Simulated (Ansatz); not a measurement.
CaO:
```xyz
2
Lattice="0.0000 2.3975 2.3975 2.3975 0.0000 2.3975 2.3975 2.3975 0.0000" Properties=species:S:1:pos:R:3 pbc="T T T"
Ca     0.0000     0.0000     0.0000
O      2.3975     2.3975     2.3975
```

Relaxed with r²SCAN. Special points in fractions of this cell's reciprocal vectors: Γ (0.000, 0.000, 0.000); X (0.500, 0.000, 0.500); U (0.625, 0.250, 0.625); K (0.375, 0.375, 0.750); L (0.500, 0.500, 0.500); W (0.500, 0.250, 0.750).

List the band energies nearest the valence-band maximum at these points for the program Ansatz at the r²SCAN level (PAW).

In eV from the valence-band maximum; about four levels below and three above (degenerate sets whole), none deeper than 8.9 eV; points with the same levels are listed once.

```json
[
 {"k": "Γ", "below": "0.00 0.00 0.00", "above": "5.50 6.87 6.87 6.87"},
 {"k": "X", "below": "-1.30 -0.38 -0.38", "above": "4.20 8.83 9.69"},
 {"k": "U", "below": "-1.32 -1.20 -0.78", "above": "5.73 8.70 9.35"},
 {"k": "L", "below": "-2.62 -1.20 -1.20", "above": "7.73 9.07 9.07"},
 {"k": "W", "below": "-1.29 -1.05 -1.05", "above": "6.95 6.95 9.17"}
]
```

Space group Fm-3m (rock salt). The r²SCAN relaxation kept the symmetry of its start; phonons on a q-mesh show no instability.

Potentials: the later of the program's two PAW sets.
